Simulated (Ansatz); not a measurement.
**Harmonic thermodynamics of SiSn5**

Level of theory: DFT PBE, scalar-relativistic, plane waves, PAW in Ansatz. Cutoff 420 eV, 12×12×2 k-points (Γ-centred), Gaussian smearing of 0.10 eV. No spin polarisation. Phonons by linear response, acoustic sum rule imposed.

Equilibrium structure at this level:
```
Si Sn
1.0
     4.56873    0.00000    0.00000
    -2.28437    3.95664    0.00000
     0.00000    0.00000   22.50328
Si Sn
2 10
Cartesian
  0.0000 2.6378 0.2876
  2.2844 1.3189 22.2157
  0.0000 2.6378 2.9217
  2.2844 1.3189 19.5816
  0.0000 0.0000 18.5439
  0.0000 0.0000 15.6804
  0.0000 0.0000 3.9594
  0.0000 0.0000 6.8229
  2.2844 1.3189 7.8640
  2.2844 1.3189 10.7308
  0.0000 2.6378 14.6392
  0.0000 2.6378 11.7725
```

The cell was found from a proposed guess, not taken from experiment. In a metal, frequencies and elastic constants depend on the k mesh and the smearing, soft modes and shear constants most. Spin–orbit coupling is left out, which matters for heavy elements. The q mesh is coarse, so values between its points are rough.

Force constants from linear response on a 2×2×1 q mesh, interpolated to a fine mesh.

Phonon density of states, in bins of 5 cm⁻¹:
```json
{"bin centre (cm⁻¹)": "2.5", "share of modes (%)": "0.0"}
{"bin centre (cm⁻¹)": "7.5", "share of modes (%)": "0.1"}
{"bin centre (cm⁻¹)": "12.5", "share of modes (%)": "0.3"}
{"bin centre (cm⁻¹)": "17.5", "share of modes (%)": "0.6"}
{"bin centre (cm⁻¹)": "22.5", "share of modes (%)": "1.2"}
{"bin centre (cm⁻¹)": "27.5", "share of modes (%)": "2.6"}
{"bin centre (cm⁻¹)": "32.5", "share of modes (%)": "6.2"}
{"bin centre (cm⁻¹)": "37.5", "share of modes (%)": "5.3"}
{"bin centre (cm⁻¹)": "42.5", "share of modes (%)": "3.4"}
{"bin centre (cm⁻¹)": "47.5", "share of modes (%)": "2.6"}
{"bin centre (cm⁻¹)": "52.5", "share of modes (%)": "3.0"}
{"bin centre (cm⁻¹)": "57.5", "share of modes (%)": "1.8"}
{"bin centre (cm⁻¹)": "62.5", "share of modes (%)": "1.3"}
{"bin centre (cm⁻¹)": "67.5", "share of modes (%)": "1.0"}
{"bin centre (cm⁻¹)": "72.5", "share of modes (%)": "2.3"}
{"bin centre (cm⁻¹)": "77.5", "share of modes (%)": "0.5"}
{"bin centre (cm⁻¹)": "82.5", "share of modes (%)": "0.5"}
{"bin centre (cm⁻¹)": "87.5", "share of modes (%)": "0.6"}
{"bin centre (cm⁻¹)": "92.5", "share of modes (%)": "0.7"}
{"bin centre (cm⁻¹)": "97.5", "share of modes (%)": "0.9"}
{"bin centre (cm⁻¹)": "102.5", "share of modes (%)": "1.1"}
{"bin centre (cm⁻¹)": "107.5", "share of modes (%)": "1.2"}
{"bin centre (cm⁻¹)": "112.5", "share of modes (%)": "1.5"}
{"bin centre (cm⁻¹)": "117.5", "share of modes (%)": "2.5"}
{"bin centre (cm⁻¹)": "122.5", "share of modes (%)": "1.4"}
{"bin centre (cm⁻¹)": "127.5", "share of modes (%)": "1.5"}
{"bin centre (cm⁻¹)": "132.5", "share of modes (%)": "1.6"}
{"bin centre (cm⁻¹)": "137.5", "share of modes (%)": "0.8"}
{"bin centre (cm⁻¹)": "142.5", "share of modes (%)": "1.0"}
{"bin centre (cm⁻¹)": "147.5", "share of modes (%)": "2.6"}
{"bin centre (cm⁻¹)": "152.5", "share of modes (%)": "2.7"}
{"bin centre (cm⁻¹)": "157.5", "share of modes (%)": "3.0"}
{"bin centre (cm⁻¹)": "162.5", "share of modes (%)": "2.1"}
{"bin centre (cm⁻¹)": "167.5", "share of modes (%)": "2.5"}
{"bin centre (cm⁻¹)": "172.5", "share of modes (%)": "2.1"}
{"bin centre (cm⁻¹)": "177.5", "share of modes (%)": "14.8"}
{"bin centre (cm⁻¹)": "182.5", "share of modes (%)": "11.6"}
{"bin centre (cm⁻¹)": "187.5", "share of modes (%)": "0.0"}
{"bin centre (cm⁻¹)": "192.5", "share of modes (%)": "0.0"}
{"bin centre (cm⁻¹)": "197.5", "share of modes (%)": "0.1"}
{"bin centre (cm⁻¹)": "202.5", "share of modes (%)": "0.3"}
{"bin centre (cm⁻¹)": "207.5", "share of modes (%)": "0.4"}
{"bin centre (cm⁻¹)": "212.5", "share of modes (%)": "0.3"}
{"bin centre (cm⁻¹)": "217.5", "share of modes (%)": "0.3"}
{"bin centre (cm⁻¹)": "222.5", "share of modes (%)": "0.3"}
{"bin centre (cm⁻¹)": "227.5", "share of modes (%)": "0.4"}
{"bin centre (cm⁻¹)": "232.5", "share of modes (%)": "0.5"}
{"bin centre (cm⁻¹)": "237.5", "share of modes (%)": "0.5"}
{"bin centre (cm⁻¹)": "242.5", "share of modes (%)": "0.4"}
{"bin centre (cm⁻¹)": "247.5", "share of modes (%)": "0.4"}
{"bin centre (cm⁻¹)": "252.5", "share of modes (%)": "0.4"}
{"bin centre (cm⁻¹)": "257.5", "share of modes (%)": "0.4"}
{"bin centre (cm⁻¹)": "262.5", "share of modes (%)": "0.6"}
{"bin centre (cm⁻¹)": "267.5", "share of modes (%)": "0.3"}
{"bin centre (cm⁻¹)": "272.5", "share of modes (%)": "0.7"}
{"bin centre (cm⁻¹)": "277.5", "share of modes (%)": "0.4"}
{"bin centre (cm⁻¹)": "282.5", "share of modes (%)": "0.5"}
{"bin centre (cm⁻¹)": "287.5", "share of modes (%)": "0.8"}
{"bin centre (cm⁻¹)": "292.5", "share of modes (%)": "0.3"}
{"bin centre (cm⁻¹)": "297.5", "share of modes (%)": "0.0"}
{"bin centre (cm⁻¹)": "302.5", "share of modes (%)": "0.2"}
{"bin centre (cm⁻¹)": "307.5", "share of modes (%)": "0.6"}
{"bin centre (cm⁻¹)": "312.5", "share of modes (%)": "0.7"}
{"bin centre (cm⁻¹)": "317.5", "share of modes (%)": "0.5"}
{"bin centre (cm⁻¹)": "322.5", "share of modes (%)": "0.4"}
{"bin centre (cm⁻¹)": "327.5", "share of modes (%)": "0.3"}
{"bin centre (cm⁻¹)": "332.5", "share of modes (%)": "0.0"}
```

(1) How much zero-point energy does an atom carry?

(2) How large are the vibrational entropy and heat capacity at 300 K?

(3) Tabulate them against temperature.

Answers

(1) 24.7 meV.

(2) S = 5.07 k_B and C_V = 2.87 k_B per atom, 96 % of the Dulong–Petit value.

(3)
| T (K) | F_vib (meV/atom) | S (k_B/atom) | C_V (k_B/atom) |
| --- | --- | --- | --- |
| 100 | 15.9 | 2.21 | 2.17 |
| 200 | -11.1 | 3.93 | 2.73 |
| 300 | -50.2 | 5.07 | 2.87 |
| 400 | -97.7 | 5.91 | 2.93 |
| 500 | -151.6 | 6.57 | 2.95 |
| 600 | -210.5 | 7.10 | 2.97 |
| 700 | -273.8 | 7.56 | 2.98 |
| 800 | -340.7 | 7.96 | 2.98 |
| 900 | -410.8 | 8.31 | 2.98 |
| 1000 | -483.8 | 8.63 | 2.99 |
